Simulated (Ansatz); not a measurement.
MoRu:
```
CELL_PARAMETERS angstrom
      0.00000     2.53586     2.53586
      2.53586     0.00000     2.53586
      2.53586     2.53586     0.00000
ATOMIC_POSITIONS crystal
  Ru 0.00000 0.00000 0.00000
  Mo 0.50000 0.50000 0.50000
```

Relaxed with r²SCAN. Special points in fractions of this cell's reciprocal vectors: Γ (0.000, 0.000, 0.000); X (0.500, 0.000, 0.500); U (0.625, 0.250, 0.625); K (0.375, 0.375, 0.750); L (0.500, 0.500, 0.500); W (0.500, 0.250, 0.750).

Problem. List the band energies nearest the Fermi level at these points for plane-wave PAW r²SCAN (Ansatz code).

Solution. In eV from the Fermi level; about four levels below and three above (degenerate sets whole), none deeper than 8.9 eV; points with the same levels are listed once.

```csv
k,below,above
Γ,-5.47 -5.47 -4.77 -4.77 -4.77,2.74 2.74 2.74
X,-3.47 -0.95 -0.95 -0.29,0.86 0.86 2.98
U,-3.70 -3.33 -3.04 -1.51,0.36 0.88 1.39
L,-1.77 -1.77 -1.32 -1.32,0.20 0.20 1.30
W,-4.03 -1.51 -0.90 -0.82,0.80 1.39 1.39
```

Space group Fm-3m (rock salt). The start of the workflow was typed in or built on a structure type; neither database checked (COD, Materials Project) lists it. Whether it is the stable phase at ambient conditions was not checked. The r²SCAN relaxation kept the symmetry of its start. At this level the phase is mechanically unstable. No spin polarisation was allowed. Its formation energy is positive at this level, so the cell may be metastable or incomplete. Scalar-relativistic: spin–orbit coupling is off unless named, which matters more the heavier the elements.

Potentials: the earlier of the program's two PAW sets.
